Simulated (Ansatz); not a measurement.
BaF₂ (fluorite)

```yaml
crystal:
  lattice:
    - [0.00000, 3.12313, 3.12313]
    - [3.12313, 0.00000, 3.12313]
    - [3.12313, 3.12313, 0.00000]
  atoms:
    - { symbol: Ba, position: [0.00000, 0.00000, 0.00000] }
    - { symbol: F, position: [0.25000, 0.25000, 0.25000] }
    - { symbol: F, position: [0.75000, 0.75000, 0.75000] }
```

The slice is a {110} plane (indices of the conventional cell) through the point (0.750, 0.750, 0.750) (fractional), spanned by u = [100] and v = [1 -1 -1] in vectors of this cell: u (4.42 Å) and v (6.25 Å, at 90° to u). It covers one period; positions are fractions (u, v).

All values below come from PBE (plane waves to 420 eV, PAW, scalar-relativistic; Ansatz, a first-principles code). k mesh 9×9×9. These are valence fields of a PAW run, semicore shells included where kept as valence: close to a nucleus they are smooth pseudo fields. BaF2 was relaxed with its symmetry unable to fall.

What is the ELF at the density minimum of the shortest Ba–F line in this plane (2.70 Å)?

0.1.

What is the valence density on the shortest Ba–F line in this plane (2.70 Å), at its minimum between the atoms?

0.19 e/Å³.

Predict the map of the valence electron density on the slice.


```
|9999776655444444555544444455667799|
|8877665555555566666666555555556677|
|6666555555556677777777665555555566|
|5555444455667777777777776655444455|
|3333444455667777666677776655444433|
|3333334455667766555566776655443333|
|3333444455667777666677776655444433|
|5555444455667777777777776655444455|
|6666555555556677777777665555555566|
|8877665555555566666666555555556677|
|9999776655444444555544444455667799|
|9999886655443333333333334455668899|
|9999776644332222222222223344667799|
|8877665544332211111111223344556677|
|6666554433221111111111112233445566|
|5544443333221100000000112233334444|
|3333332222111100000000111122223333|
|3333332222110000000000001122223333|
|3333332222111100000000111122223333|
|5544443333221100000000112233334444|
|6666554433221111111111112233445566|
|8877665544332211111111223344556677|
|9999776644332222222222223344667799|
|9999886655443333333333334455668899|
```
Scale: ten equal steps from -2.63 (start of '0') to 1.15 (end of '9'), in the order '0123456789'. Values: log₁₀ of the valence density in e/Å³. The map has 17 points along u (two characters each, u = 0 at the left) and 24 along v (v = 0 in the bottom row). The scale is logarithmic, as a density can span decades between atoms and voids.
